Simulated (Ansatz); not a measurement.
CsPbCl₃:
```
CsPbCl3
1.0
    5.61553     0.00000     0.00000
    0.00000     5.61553     0.00000
    0.00000     0.00000     5.61553
Cs Pb Cl
1 1 3
Cartesian
  2.80776   2.80776   2.80776
  0.00000   0.00000   0.00000
  0.00000   0.00000   2.80776
  2.80776   0.00000   0.00000
  0.00000   2.80776   0.00000
```

Relaxed with PBEsol. Special points in fractions of this cell's reciprocal vectors: Γ (0.000, 0.000, 0.000); X (0.000, 0.500, 0.000); M (0.500, 0.500, 0.000); R (0.500, 0.500, 0.500).

**Question.** List the band energies nearest the valence-band maximum at these points for PBEsol with spin–orbit coupling in the plane-wave PAW code Ansatz.

**Answer.** In eV from the valence-band maximum; about four levels below and three above (degenerate sets whole), none deeper than 8.9 eV; points with the same levels are listed once.

| k | below | above |
|---|---|---|
| Γ | -2.48 -2.48 -2.48 -2.48 | 3.20 3.20 4.20 4.20 4.20 4.20 |
| X | -2.61 -2.61 -1.69 -1.69 | 2.53 2.53 4.49 4.49 |
| M | -2.22 -2.22 -0.82 -0.82 | 1.54 1.54 2.89 2.89 |
| R | -2.18 -2.18 -2.18 -2.18 0.00 0.00 | 0.60 0.60 2.23 2.23 2.23 2.23 |

Space group Pm-3m (cubic perovskite). This is a known high-temperature phase of the composition, computed here at zero pressure and temperature. Symmetry was held in the PBEsol relaxation; of distortions, only those at the zone centre were tested, and some modes there are weakly imaginary.

Potentials: the later of the program's two PAW sets.
